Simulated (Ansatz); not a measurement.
input.yaml

```yaml
crystal:
  lattice:
    - [1.8430000783, 1.0640565913, 5.82333]
    - [-1.8430000783, 1.0640565913, 5.82333]
    - [0.0, -2.1281131826, 5.82333]
  atoms:
    - { symbol: Mn, position: [0.0, 0.0, 0.0], spin: 4.0 }
    - { symbol: Cl, position: [0.25, 0.25, 0.25] }
    - { symbol: Cl, position: [0.75, 0.75, 0.75] }
basis:
  ecutwfc: 500
kpoints:
  mp_grid: { grid: [6, 6, 6] }
hamiltonian:
  xc: r2scan
scf:
  occupations: { method: gaussian, width: 0.1 }
  lower_state_search: "off"
output:
  forces: true
  stress: true
  eigenvalues: true
  populations: true
magnetization:
  spin_polarized: true
```

It can be run as
```bash
ansatz run input.yaml --threads 1 --pin off --backend cpu --events-out ev --progress --plain --runs-dir out  # memory cap (--max-ram) not shown
```

Level of theory: DFT r2SCAN, scalar-relativistic, plane waves, PAW in Ansatz.

Part of what the program printed, abridged:

```
Pseudopotentials: kind: paw
Pseudopotential: Mn, paw, valence charge 15, recommended cutoff 500 eV (meta_gga)
Pseudopotential: Cl, paw, valence charge 7, recommended cutoff 500 eV (meta_gga)
Functional definition: r2SCAN
Crystal: 3 atoms, lattice volume = 68.519 Å³
Basis set: ecut = 500 eV, 1761 PW (Γ), FFT grids on a1−a3, a2−a3, a3, exchange–correlation on 108×108×192 points (64 copies of the dense FFT grid, shifted against one another)
Bands: 21, of which v1, the nominal top of the filled ones, is band 15 counted from 1 (14 counted from 0)
Symmetry: 12 space group operations
Space group: R-3m (ITA 166), of the structure as read, at distance tolerance 4.1e-5 Å
Magnetic group: BNS 166.97 (UNI 1327), of the structure as read, at distance tolerance 4.1e-5 Å
k-points: 32 of 216
Initial density: superposition of atomic densities (chi_scale 0.1, normalization cell, long waves kept (reshape's long-wave potential 0.22 eV rms))
Starting moments: Σ|m| = 4 μB on 1 of 3 sites
Initial wavefunctions: pseudopotential atomic-orbital guess
Functional: x = r2scan, c = r2scan; τ floored in thin density (d = 2e-4 eV/Å³)
SCF iter   1: F=-5895.136879 eV  HF=-6086.856089 eV  |F-HF|=1.92e2  |Δ(HF+E_count)|=         —  Δρ=3.59e-1 (↑1.23e-1 ↓3.59e-1) dr2=2.07e2  dr2_τ=8.04e-1  dr2_m=1.04e1  M=0.339 μB ∫|m|=1.112 μB  β_m=0.30  ethr=3.10e-3  ⟨swp⟩=5.5  Hψ=6303  notcnv=0
spin=Collinear: Kerker preconditioning applied to the charge; magnetization (m = ρ↑ − ρ↓) channel mixes plain (no charge-response kernel on spin).
SCF iter   2: F=-6070.734971 eV  HF=-6076.918836 eV  |F-HF|=6.18e0  |Δ(HF+E_count)|=    9.94e0  Δρ=8.60e-2 (↑4.90e-2 ↓8.60e-2) dr2=6.88e0  dr2_τ=7.03e-1  dr2_m=5.82e-1  M=5.000 μB ∫|m|=5.000 μB  β_m=0.76  ethr=3.10e-3  ⟨swp⟩=4.1  Hψ=4137  notcnv=0  defer=103
Mixer restart at iter 2: flushing history
spin-set hold released at iteration 2 (the charge has settled, or the pull on large starting moments outlasts its swing): the magnetisation degrees of freedom join the quasi-Newton model from the next iteration; the mixer history was flushed
SCF iter   3: F=-6075.491157 eV  HF=-6075.255793 eV  |F-HF|=2.35e-1  |Δ(HF+E_count)|=    1.66e0  Δρ=3.38e-2 (↑1.77e-2 ↓3.38e-2) dr2=4.19e-1  dr2_τ=5.06e-2  dr2_m=3.17e-1  M=5.000 μB ∫|m|=5.000 μB  β_m=1.20  ethr=3.10e-3  ⟨swp⟩=3.9  Hψ=3777  notcnv=0  defer=116  κ⁻¹=1.0e0(r=1)
SCF iter   4: F=-6075.749056 eV  HF=-6075.194775 eV  |F-HF|=5.54e-1  |Δ(HF+E_count)|=   6.10e-2  Δρ=8.53e-3 (↑8.53e-3 ↓7.15e-3) dr2=7.07e-2  dr2_τ=1.68e-3  dr2_m=6.16e-3  M=5.000 μB ∫|m|=5.002 μB  β_m=1.20  ethr=1.44e-3  ⟨swp⟩=2.8  Hψ=3329  notcnv=0  defer=116  κ⁻¹=9.7e-2(r=2)
SCF iter   5: F=-6075.799692 eV  HF=-6075.561906 eV  |F-HF|=2.38e-1  |Δ(HF+E_count)|=   3.67e-1  Δρ=5.74e-3 (↑4.55e-3 ↓5.74e-3) dr2=2.72e-2  dr2_τ=6.52e-4  dr2_m=1.74e-3  M=5.000 μB ∫|m|=5.002 μB  β_m=1.20  ethr=2.44e-4  ⟨swp⟩=2.2  Hψ=2893  notcnv=0  defer=116  κ⁻¹=4.7e-3(r=3)
SCF iter   6: F=-6075.826950 eV  HF=-6075.737853 eV  |F-HF|=8.91e-2  |Δ(HF+E_count)|=   1.76e-1  Δρ=2.32e-3 (↑2.32e-3 ↓2.29e-3) dr2=5.93e-3  dr2_τ=1.11e-4  dr2_m=3.87e-5  M=5.000 μB ∫|m|=5.002 μB  β_m=1.20  ethr=9.37e-5  ⟨swp⟩=2.5  Hψ=2765  notcnv=0  defer=116  κ⁻¹=7.3e-4(r=4)
SCF iter   7: F=-6075.835766 eV  HF=-6075.824277 eV  |F-HF|=1.15e-2  |Δ(HF+E_count)|=   8.64e-2  Δρ=7.97e-4 (↑7.97e-4 ↓6.40e-4) dr2=8.17e-4  dr2_τ=1.26e-5  dr2_m=9.64e-6  M=5.000 μB ∫|m|=5.001 μB  β_m=1.20  ethr=2.05e-5  ⟨swp⟩=2.5  Hψ=2765  notcnv=0  defer=116  κ⁻¹=2.8e-5(r=5)
SCF iter   8: F=-6075.836448 eV  HF=-6075.833960 eV  |F-HF|=2.49e-3  |Δ(HF+E_count)|=   9.68e-3  Δρ=4.25e-4 (↑4.14e-4 ↓4.25e-4) dr2=3.14e-4  dr2_τ=3.69e-6  dr2_m=1.96e-6  M=5.000 μB ∫|m|=5.001 μB  β_m=1.20  ethr=2.82e-6  ⟨swp⟩=2.0  Hψ=2510  notcnv=0  defer=116  κ⁻¹=1.1e-5(r=6)
SCF iter   9: F=-6075.836637 eV  HF=-6075.836597 eV  |F-HF|=3.99e-5  |Δ(HF+E_count)|=   2.64e-3  Δρ=1.26e-4 (↑1.25e-4 ↓1.26e-4) dr2=2.12e-5  dr2_τ=3.74e-7  dr2_m=2.30e-7  M=5.000 μB ∫|m|=5.001 μB  β_m=1.20  ethr=1.08e-6  ⟨swp⟩=2.3  Hψ=2335  notcnv=0  defer=116  κ⁻¹=1.1e-6(r=7)
SCF iter  10: F=-6075.836642 eV  HF=-6075.836630 eV  |F-HF|=1.20e-5  |Δ(HF+E_count)|=   3.32e-5  Δρ=4.35e-5 (↑4.35e-5 ↓3.89e-5) dr2=1.77e-6  dr2_τ=4.23e-8  dr2_m=4.78e-8  M=5.000 μB ∫|m|=5.001 μB  β_m=1.20  ethr=7.32e-8  ⟨swp⟩=2.3  Hψ=1918  notcnv=0  defer=116  κ⁻¹=3.2e-7(r=8)
SCF iter  11: F=-6075.836644 eV  HF=-6075.836638 eV  |F-HF|=6.01e-6  |Δ(HF+E_count)|=   7.50e-6  Δρ=2.20e-5 (↑2.20e-5 ↓1.73e-5) dr2=3.88e-7  dr2_τ=1.35e-8  dr2_m=1.26e-8  M=5.000 μB ∫|m|=5.001 μB  β_m=1.20  ethr=6.10e-9  ⟨swp⟩=2.0  Hψ=2113  notcnv=0  defer=116  κ⁻¹=5.3e-7(r=8)
SCF iter  12: F=-6075.836644 eV  HF=-6075.836643 eV  |F-HF|=1.57e-6  |Δ(HF+E_count)|=   4.94e-6  Δρ=9.02e-6 (↑8.98e-6 ↓9.02e-6) dr2=7.09e-8  dr2_τ=3.69e-9  dr2_m=3.73e-10  M=5.000 μB ∫|m|=5.001 μB  β_m=1.20  ethr=3.45e-10  ⟨swp⟩=8.2  Hψ=7490  notcnv=0  κ⁻¹=2.9e-7(r=8)
SCF iter  13: F=-6075.836645 eV  HF=-6075.836644 eV  |F-HF|=1.28e-7  |Δ(HF+E_count)|=   1.61e-6  Δρ=2.35e-6 (↑2.10e-6 ↓2.35e-6) dr2=3.05e-9  dr2_τ=4.10e-10  dr2_m=3.36e-10  M=5.000 μB ∫|m|=5.001 μB  β_m=1.20  ethr=2.45e-10  ⟨swp⟩=4.8  Hψ=5404  notcnv=0  κ⁻¹=1.6e-7(r=8)
SCF iter  14: F=-6075.836645 eV  HF=-6075.836645 eV  |F-HF|=4.37e-8  |Δ(HF+E_count)|=   9.21e-8  Δρ=1.37e-6 (↑1.10e-6 ↓1.37e-6) dr2=1.09e-9  dr2_τ=1.52e-10  dr2_m=1.07e-10  M=5.000 μB ∫|m|=5.001 μB  ethr=1.05e-11  ⟨swp⟩=3.5  Hψ=4234  notcnv=0
SCF 1 converged in 14 iterations: F = -6075.836645 eV  dr2 = 1.09e-9
this state was not tested for a lower state beside it, because the mixer in use, unlike msr1, does not test its closes by its own steps (another_mixer; see scf.mixing.algorithm and scf.lower_state_search)
SCF converged after 14 iterations
Magnetization: 5.0000 μB (17.0000 up, 12.0000 down)
Absolute magnetization: 5.0012 μB (∫|ρ↑−ρ↓|, with the PAW one-centre terms)
Spin contamination: 0.0069 ħ² per cell (⟨S²⟩ above its minimum at these occupations)
Per-site moments (μB) at R_I (Å): [(4.49515278, 1.06360339), (0.09518043, 1.06360339), (0.09518043, 1.06360339)]
Free energy (F): -6075.836645 eV
Harris-Foulkes:  -6075.836645 eV  (|F-HF|=4.37e-8)
Internal energy: -6075.836645 eV  (E = F + TS)
E sigma→0 (E₀):  -6075.836645 eV
Fermi energy:    5.656692 eV
--- Per-component energies (eV) ---
  E_band       = -434.681632
  E_kinetic    = 618.455333
  E_local      = -3515.632432  (includes V_loc(G=0)·N_el)
  E_nonlocal   = 314.138712
  E_hartree    = 1434.387405
  E_xc         = -313.898036
  E_vxc        = -424.517230  (∫ρ·V_xc dr)
  E_paw        = -2653.233290  (= ΣΔE_a)
  E_vpaw       = -320.574178  (= ΣTr[D̂ρ^β])
  E_aug_tail   = 0.000070  (compensation charges beyond the density's cutoff)
  E_vtau       = 24.673437  (kinetic-family band-sum trace: ∫τ·v_τ [+ j·A + Jᵃ·Aᵃ] dr)
  E_ewald      = -1959.498551
  E_core_change = -0.555857  (= ΣΔE_core)
  E_smearing   =  0.000000  (= −TS)
--- Forces (eV/Å), atoms counted from 1 ---
  atom   1  Mn     0.00000000     0.00000000     0.00000000
  atom   2  Cl     0.00000000     0.00000000     0.56332575
  atom   3  Cl     0.00000000     0.00000000    -0.56332575
--- Stress (GPa, compression-positive) ---
       -1.277985       0.000000       0.000000
        0.000000      -1.277985       0.000000
        0.000000       0.000000      -2.186175
  P = ⅓ Tr σ = -1.5807 GPa (-15.807 kbar)
--- Band table (eV; the first three rows and the last of 64) ---
  k-point 0 ↑: bands = ["-79.9708", "-47.4591", "-47.4591", "-47.4588", "-11.4926", "-10.7212", "-0.7922", "0.4500", "0.4500", "2.0334", "2.0334", "2.4301", "2.5443", "2.5443", "2.7905", "4.1333", "4.1333", "8.3000", "10.3035", "13.5160", "13.5160"]
  k-point 1 ↑: bands = ["-79.9707", "-47.4605", "-47.4595", "-47.4586", "-11.3500", "-10.6942", "-0.5314", "0.3218", "0.5015", "1.3123", "1.7446", "2.2026", "2.4612", "2.6936", "2.7150", "3.8989", "4.0316", "9.2221", "11.2270", "12.5605", "13.9892"]
  k-point 2 ↑: bands = ["-79.9705", "-47.4633", "-47.4602", "-47.4582", "-11.0219", "-10.6607", "-0.2190", "0.1831", "0.3654", "0.5381", "1.5819", "1.6183", "2.1571", "2.5337", "2.6603", "3.8126", "3.9719", "10.1396", "11.4413", "13.2209", "13.9826"]
  k-point 31 ↓: bands = ["-73.5325", "-41.0495", "-41.0495", "-41.0417", "-11.1087", "-10.8135", "0.6583", "1.6092", "1.8952", "1.8952", "2.5621", "2.5621", "7.6533", "7.6533", "7.7538", "8.5758", "8.5758", "10.8726", "11.0926", "14.8353", "14.8353"]
--- Löwdin populations: 3 sites ---
  site symbol q [e]    m [muB]
     0     Mn     13.7665     4.7312
     1     Cl      7.5453     0.1244
     2     Cl      7.5453     0.1244
  spilling = 0.004926 (of n_electrons = 29.000000)
```

The calculation finished and met its thresholds.

The state reached may not be the lowest one. The k mesh is coarse. The cell holds one magnetic atom, so it can only be ferromagnetic; an antiferromagnetic order may lie lower. The cell holds layers, and r2SCAN describes their binding at middle range but leaves out its long-range dispersion part.